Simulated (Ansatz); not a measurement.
Given:

VO2 (rutile)

```xyz
6
Lattice="4.5362 0.0000 0.0000 0.0000 4.5362 0.0000 0.0000 0.0000 2.8023" Properties=species:S:1:pos:R:3 pbc="T T T"
V      0.0000     0.0000     0.0000
V      2.2681     2.2681     1.4012
O      1.3563     1.3563     0.0000
O      3.6244     0.9118     1.4012
O      0.9118     3.6244     1.4012
O      3.1800     3.1800     0.0000
```

Equation-of-state scan: isotropic scaling of the cell above, V₀ being its volume. The atoms relax within the cell's symmetry.

Method: PBEsol (plane waves to 420 eV, PAW, scalar-relativistic; Ansatz, a program for electronic structure). k mesh 10×10×17 (Γ-centred), Fermi-Dirac smearing 0.05 eV. The energy includes the smearing's −TS. Stress and pressure are positive under compression. With the shape held, the modulus is that of even scaling; a crystal free to change shape is softer. Relaxed VO2 ends ferromagnetic. This is a high-temperature form of VO2. VO2 is run spin-polarised and with no Hubbard U. VO2 was relaxed with its symmetry unable to fall. The magnetic order is the one the run started from; other orders were not tried. ΔE is measured from the relaxed starting cell.

The scan covers V/V₀ from 0.900 to 1.100 in 9 points.

Task: What pressure does the cell carry at V/V₀ = 0.900?

Result: 33.2 GPa.

Task: What is ΔE at V/V₀ = 1.100?

Result: 62 meV/atom.

Task: What is ΔE at V/V₀ = 0.900?

Result: 90 meV/atom.

(A scan under strain: stresses follow from slopes of the energy per volume, elastic moduli from its curvatures.)
